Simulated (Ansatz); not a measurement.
V2O5:
```xyz
14
Lattice="3.5268 0.0000 0.0000 0.0000 6.2521 0.0000 0.0000 0.0000 40.0000" Properties=species:S:1:pos:R:3 pbc="T T F"
V      0.8817     4.6400    17.9946
V      0.8817     1.2155    19.2866
O      2.6451     4.6255    18.6090
O      0.8817     0.2489    17.8666
O      0.8817     2.7478    18.7397
O      2.6451     0.9107    19.7709
O      0.8817     4.2363    16.4923
V      2.6451     1.6120    22.0054
V      2.6451     5.0365    20.7134
O      0.8817     1.6266    21.3910
O      2.6451     6.0031    22.1334
O      2.6451     3.5042    21.2603
O      0.8817     5.3413    20.2291
O      2.6451     2.0158    23.5077
```
The layer is periodic in x and y and isolated along z.

Relaxed with r²SCAN+D4. Special points in fractions of this cell's reciprocal vectors: Γ (0.000, 0.000, 0.000); X (0.500, 0.000, 0.000); S (0.500, 0.500, 0.000); Y (0.000, 0.500, 0.000).

Question: List the band energies nearest the valence-band maximum at these points for plane-wave PAW r²SCAN+D4 (Ansatz code).

Answer: In eV from the valence-band maximum; about four levels below and three above (degenerate sets whole), none deeper than 8.9 eV; points with the same levels are listed once.

```json
[
 {"k": "Γ", "below": "-0.72 -0.41 -0.28 -0.28", "above": "1.93 2.05 3.60"},
 {"k": "X", "below": "-0.29 -0.29 -0.08 -0.08", "above": "3.05 3.05 3.34 3.34"},
 {"k": "S", "below": "-0.74 -0.74 -0.01 -0.01", "above": "2.98 2.98 3.35 3.35"},
 {"k": "Y", "below": "-0.73 -0.70 -0.41 -0.28", "above": "2.33 2.38 3.22"}
]
```

Space group P2_1/m. The layer was cut from a bulk entry of the Materials Project (measured or hypothetical); whether that bulk phase is the ambient one, and whether the layer has been isolated, was not checked. Symmetry was held in the r²SCAN+D4 relaxation; whether a distortion lowers the energy is not shown. The workflow began spin-polarised and lost its moments. No Hubbard U is applied.

Potentials: the later of the program's two PAW sets.
